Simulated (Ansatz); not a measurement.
Consider the following.

AlP:
Space group P6₃/mmc (No. 194); a = b = 4.0368 Å, c = 5.3990 Å, α = β = 90.00°, γ = 120.00°

```csv
atom,site,symmetry,x,y,z
Al,2c,-6m2,0.3333,0.6667,0.2500
P,2d,-6m2,0.6667,0.3333,0.2500
```

This is the LDA-relaxed structure.

All from the program Ansatz at the LDA level (PAW), unless another level is named. Predict the electronic character.

metallic (no gap).

Give the formation energy from the elements (no fitted shifts).

-0.34 eV/atom.

Predict the density of states at the Fermi level.

0.16 states/eV per atom (mean over ±0.08 eV).

Space group P6_3/mmc. The cell is a constructed one: a structure type filled with these elements; neither database checked (COD, Materials Project) lists it. It is not the phase usual at ambient conditions (space group No. 216). The cell was relaxed with LDA under the symmetry of its start. At this level the phase is dynamically unstable (imaginary phonons). A crystal of weakly bound layers computed without a dispersion correction: the cell and the soft elastic constants depend strongly on that. The references are the lowest solids computed at this level, not always the standard phases.

Potentials: the later of the program's two PAW sets.
